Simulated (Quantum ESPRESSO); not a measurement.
# AlHf3FO7: input and log of a self-consistent run

Simulated, not a measurement. The program is pw.x of Quantum ESPRESSO 7.5 (plane-wave density functional theory). The cell is made up: 12 atoms on a rutile lattice, with randomly drawn elements, strain and displacements, not relaxed. PseudoDojo standard norm-conserving files (v0.5 for PBE, v0.4.1 for LDA and PBEsol) set the functional; there is no spin polarisation, spin-orbit coupling or dispersion term, and the masses in the input are unused placeholders.

The hafnium pseudopotential is less sure than the others, with forces about 3 percent (worst 6) and pressure in oxides about 1.5 GPa (worst 2.7) from a second method in checks, which no rerun with the same files tests.

Input:

```
&control calculation='scf', pseudo_dir='./dojo.nc.sr.pbe.v0_5.standard.upf', outdir='./o', disk_io='low', tprnfor=.true., tstress=.true. /
&system ibrav=0, nat=12, ntyp=4, nbnd=50, ecutwfc=84.00895049, nosym=.true., tot_charge=0,
 occupations='smearing', smearing='fd', degauss=0.0018374661
/
&electrons conv_thr=7.350e-09, electron_maxstep=60, /
ATOMIC_SPECIES
Al 1.0 Al.upf
F 1.0 F.upf
Hf 1.0 Hf.upf
O 1.0 O.upf
CELL_PARAMETERS angstrom
4.9232 -0.0914 0.0501
-0.0914 4.9733 0.0269
0.0663 0.0355 6.3357
ATOMIC_POSITIONS angstrom
Al 0.0216 -0.0404 -0.0459
Hf 2.4258 2.4319 1.6393
Hf -0.0912 0.0161 3.2231
Hf 2.427 2.4862 4.8292
F 1.4552 1.5061 0.0678
O 3.3804 3.354 -0.0424
O 3.9659 0.9413 1.7096
O 0.8851 3.9043 1.565
O 1.494 1.4203 3.2568
O 3.3891 3.3549 3.1691
O 4.0889 1.0061 4.7881
O 0.8972 4.0196 4.8302
K_POINTS automatic
5 5 4 1 1 1
```

The log is shortened where brackets say so; the opening notice, blank lines, dates and the lines on written files are dropped, and the path of the files is cut. It prints rydbergs, bohrs and kilobars, and counts compression as positive stress. With no partly filled state, the Fermi energy that it prints is only some level between the filled and the empty states on the mesh, and need not lie in the true gap.

```
     Program PWSCF v.7.5
     Parallel version (MPI & OpenMP), running on       4 processor cores
     Number of MPI processes:                 4
     Threads/MPI process:                     1
     [start-up lines left out]
     bravais-lattice index     =            0
     lattice parameter (alat)  =       9.3056  a.u.
     unit-cell volume          =    1046.3447 (a.u.)^3
     number of atoms/cell      =           12
     number of atomic types    =            4
     number of electrons       =        88.00
     number of Kohn-Sham states=           50
     kinetic-energy cutoff     =      84.0090  Ry
     charge density cutoff     =     336.0358  Ry
     scf convergence threshold =      7.3E-09
     mixing beta               =       0.7000
     number of iterations used =            8  plain     mixing
     Exchange-correlation= PBE
                           (   1   4   3   4   0   0   0)
     [axes and pseudopotential details left out]
   Cartesian axes
     site n.     atom                  positions (alat units)
         1        Al     tau(   1) = (   0.0043864  -0.0082042  -0.0093211  )
         2        Hf     tau(   2) = (   0.4926179   0.4938567   0.3328999  )
         3        Hf     tau(   3) = (  -0.0185204   0.0032695   0.6545291  )
         4        Hf     tau(   4) = (   0.4928616   0.5048836   0.9806870  )
         5        F      tau(   5) = (   0.2955139   0.3058504   0.0137684  )
         6        O      tau(   6) = (   0.6864728   0.6811116  -0.0086104  )
         7        O      tau(   7) = (   0.8053728   0.1911539   0.3471760  )
         8        O      tau(   8) = (   0.1797412   0.7928634   0.3178115  )
         9        O      tau(   9) = (   0.3033932   0.2884266   0.6613728  )
        10        O      tau(  10) = (   0.6882395   0.6812944   0.6435631  )
        11        O      tau(  11) = (   0.8303510   0.2043132   0.9723406  )
        12        O      tau(  12) = (   0.1821984   0.8162779   0.9808900  )
     number of k points=    50  Fermi-Dirac smearing, width (Ry)=  0.0018
                       cart. coord. in units 2pi/alat
        k(    1) = (   0.1009133   0.1003527   0.0955356), wk =   0.0400000
        k(    2) = (   0.0989155   0.0992648   0.2898704), wk =   0.0400000
     [further k points left out]
     Dense  grid:   108819 G-vectors     FFT dimensions: (  60,  60,  72)
     Estimated max dynamical RAM per process >     319.85 MB
     Estimated total dynamical RAM >       1.17 GB
     Initial potential from superposition of free atoms
     starting charge      87.9920, renormalised to      88.0000
     Starting wfcs are   66 randomized atomic wfcs
     total cpu time spent up to now is       10.2 secs
     per-process dynamical memory:   252.4 Mb
     Self-consistent Calculation
     iteration #  1     ecut=    84.01 Ry     beta= 0.70
     Davidson diagonalization with overlap
     ethr =  1.00E-02,  avg # of iterations =  2.0
     total cpu time spent up to now is       28.1 secs
     total energy              =    -623.43851496 Ry
     estimated scf accuracy    <       4.09566128 Ry
     iteration #  2     ecut=    84.01 Ry     beta= 0.70
     Davidson diagonalization with overlap
     ethr =  4.65E-03,  avg # of iterations =  3.9
     total cpu time spent up to now is       51.1 secs
     total energy              =    -623.95848276 Ry
     estimated scf accuracy    <       7.41122600 Ry
     iteration #  3     ecut=    84.01 Ry     beta= 0.70
     Davidson diagonalization with overlap
     ethr =  4.65E-03,  avg # of iterations =  2.3
     total cpu time spent up to now is       70.8 secs
     total energy              =    -625.37357470 Ry
     estimated scf accuracy    <       0.13141939 Ry
     iteration #  4     ecut=    84.01 Ry     beta= 0.70
     Davidson diagonalization with overlap
     c_bands:  1 eigenvalues not converged
     ethr =  1.49E-04,  avg # of iterations =  7.0
     total cpu time spent up to now is      100.0 secs
     total energy              =    -625.44794830 Ry
     estimated scf accuracy    <       0.06984005 Ry
     iteration #  5     ecut=    84.01 Ry     beta= 0.70
     Davidson diagonalization with overlap
     ethr =  7.94E-05,  avg # of iterations =  6.9
     total cpu time spent up to now is      124.2 secs
     total energy              =    -625.45659378 Ry
     estimated scf accuracy    <       0.00859385 Ry
     [iterations 6 to 9 left out]
     iteration # 10     ecut=    84.01 Ry     beta= 0.70
     Davidson diagonalization with overlap
     ethr =  2.66E-08,  avg # of iterations =  2.0
     total cpu time spent up to now is      242.7 secs
     total energy              =    -625.45956585 Ry
     estimated scf accuracy    <       0.00001344 Ry
     iteration # 11     ecut=    84.01 Ry     beta= 0.70
     Davidson diagonalization with overlap
     ethr =  1.53E-08,  avg # of iterations =  2.0
     total cpu time spent up to now is      262.1 secs
     total energy              =    -625.45956617 Ry
     estimated scf accuracy    <       0.00000205 Ry
     iteration # 12     ecut=    84.01 Ry     beta= 0.70
     Davidson diagonalization with overlap
     ethr =  2.33E-09,  avg # of iterations =  4.0
     total cpu time spent up to now is      285.7 secs
     total energy              =    -625.45956688 Ry
     estimated scf accuracy    <       0.00000011 Ry
     iteration # 13     ecut=    84.01 Ry     beta= 0.70
     Davidson diagonalization with overlap
     ethr =  1.27E-10,  avg # of iterations =  2.8
     total cpu time spent up to now is      306.2 secs
     total energy              =    -625.45956690 Ry
     estimated scf accuracy    <       0.00000002 Ry
     iteration # 14     ecut=    84.01 Ry     beta= 0.70
     Davidson diagonalization with overlap
     ethr =  2.74E-11,  avg # of iterations =  4.0
     total cpu time spent up to now is      329.4 secs
     End of self-consistent calculation
          k = 0.1009 0.1004 0.0955 ( 13619 PWs)   bands (ev):
   -53.6478 -53.4897 -52.7988 -23.0024 -22.4132 -22.3147 -22.1933 -22.0322
   -22.0064 -21.5742 -21.5538 -21.5065 -17.2234  -9.6139  -9.0796  -8.7939
    -8.3640  -8.2935  -8.1924  -7.7116  -0.2449   0.3321   1.2801   2.5251
     3.2973   3.7175   3.9541   4.0414   4.1529   4.3774   4.4745   4.7024
     5.1516   5.3478   5.7307   5.8367   6.0324   6.2848   6.5266   6.6672
     6.9460   7.0725   7.1363   7.5930  11.2454  11.8297  12.2944  12.5393
    13.0001  13.0491
     [levels at the other k points left out]
     the Fermi energy is     9.3745 ev
!    total energy              =    -625.45956690 Ry
     estimated scf accuracy    <          1.5E-09 Ry
     smearing contrib. (-TS)   =       0.00000000 Ry
     internal energy E=F+TS    =    -625.45956690 Ry
     The total energy is F=E-TS. E is the sum of the following terms:
     one-electron contribution =    -198.84741668 Ry
     hartree contribution      =     143.13040237 Ry
     xc contribution           =    -157.45420785 Ry
     ewald contribution        =    -412.28834474 Ry
     convergence has been achieved in  14 iterations
     Forces acting on atoms (cartesian axes, Ry/au):
     atom    1 type  1   force =    -0.04345288   -0.07349573    0.01799535
     atom    2 type  3   force =     0.03275874    0.05450454    0.08741004
     atom    3 type  3   force =     0.05119175    0.00407760   -0.04470227
     atom    4 type  3   force =     0.03563190    0.05065274   -0.11245300
     atom    5 type  2   force =    -0.05301075   -0.06835905   -0.00717960
     atom    6 type  4   force =     0.00004829    0.01944561    0.03033191
     atom    7 type  4   force =     0.00637080   -0.01993106   -0.06469155
     atom    8 type  4   force =    -0.00829860    0.03308987   -0.03137464
     atom    9 type  4   force =     0.03002428    0.02938428   -0.01716561
     atom   10 type  4   force =    -0.03625312   -0.01317196    0.02886381
     atom   11 type  4   force =    -0.02132229   -0.02132732    0.07306632
     atom   12 type  4   force =     0.00631187    0.00513050    0.03989925
     Total force =     0.261352     Total SCF correction =     0.000078
     Computing stress (Cartesian axis) and pressure
          total   stress  (Ry/bohr**3)                   (kbar)     P=      -86.49
  -0.00069237   0.00067192  -0.00003714         -101.85       98.84       -5.46
   0.00067192  -0.00077556   0.00004575           98.84     -114.09        6.73
  -0.00003714   0.00004575  -0.00029581           -5.46        6.73      -43.52
     init_run     :      9.64s CPU     10.02s WALL (       1 calls)
     electrons    :    316.61s CPU    319.23s WALL (       1 calls)
     forces       :      3.41s CPU      3.47s WALL (       1 calls)
     stress       :     12.89s CPU     13.26s WALL (       1 calls)
     [timing details left out]
     PWSCF        :   5m42.80s CPU   5m46.39s WALL
     JOB DONE.
```

In other units: free energy -8509.811 eV for the cell, pressure -8.65 GPa, largest force component 2.891 eV/Å. A rerun of this cell at a cutoff of 1437 eV and k mesh 7 x 7 x 6 moved values by no more than 0.004 eV in energy, 0.03 GPa in stress and 0.002 eV/Å in force.